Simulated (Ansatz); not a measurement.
SiSn (CsCl type, Pm-3m), PBEsol (plane waves, PAW; program Ansatz), all energies at zero smearing, with the estimated change up to a 700 eV cutoff added, with one set of potentials and settings (totals compare only within such a set). Cell of 2 atoms (1 Sn, 1 Si): -6570.574 eV.

| element | reference phase | E (eV/atom) |
|---|---|---|
| Sn | I4_1/amd, 2 atoms in the cell | -5949.8528 |
| Si | Fd-3m, 2 atoms in the cell | -621.4938 |

Formation energy per atom, worked out: (-6570.574 − 1×(-5949.8528) − 1×(-621.4938))/2 = 0.386 eV/atom (37 kJ per mol of atoms), at 0 K, without zero-point energy or fitted corrections.

The cell is a constructed one: a structure type filled with these elements; neither database checked (COD, Materials Project) lists it. Whether it is the stable phase at ambient conditions was not checked. Symmetry was held in the PBEsol relaxation. At this level the phase is mechanically unstable. The references are the lowest solids computed at this level, not always the standard phases. Scalar-relativistic: spin–orbit coupling is off unless named, which matters more the heavier the elements.

Potentials: the earlier of the program's two PAW sets. The files were generated under PBE; for other functionals the program regenerates the frozen cores, and for LDA and PBEsol the local potential too.
